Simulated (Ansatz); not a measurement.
Input:

ZnGaNO:
Space group Pna2₁ (No. 33); a = 5.6010 Å, b = 6.4318 Å, c = 5.1870 Å, α = β = γ = 90.00°

| atom | site | symmetry | x | y | z |
|---|---|---|---|---|---|
| Zn | 4a | 1 | 0.0766 | 0.6150 | 0.0094 |
| Ga | 4a | 1 | 0.0815 | 0.1342 | 0.9949 |
| O | 4a | 1 | 0.0704 | 0.1138 | 0.3672 |
| N | 4a | 1 | 0.0981 | 0.6330 | 0.3885 |

This is the r²SCAN-relaxed structure.

Problem. All from plane-wave PAW r²SCAN (Ansatz code), unless another level is named. Give the electron effective mass.

Solution. 0.17, 0.18, 0.19 mₑ (principal values).

Problem. And the hole effective mass?

Solution. 0.91, 1.6, 6.3 mₑ (principal values).

Problem. Give the band gap.

Solution. 1.69 eV (smallest direct gap 1.70 eV).

Space group Pna2_1. The start of the workflow was typed in or built on a structure type; neither database checked (COD, Materials Project) lists it. Whether it is the stable phase at ambient conditions was not checked. The cell was relaxed with r²SCAN under the symmetry of its start; whether a distortion lowers the energy is not shown. Scalar-relativistic: spin–orbit coupling is off unless named, which matters more the heavier the elements.

Potentials: the earlier of the program's two PAW sets.
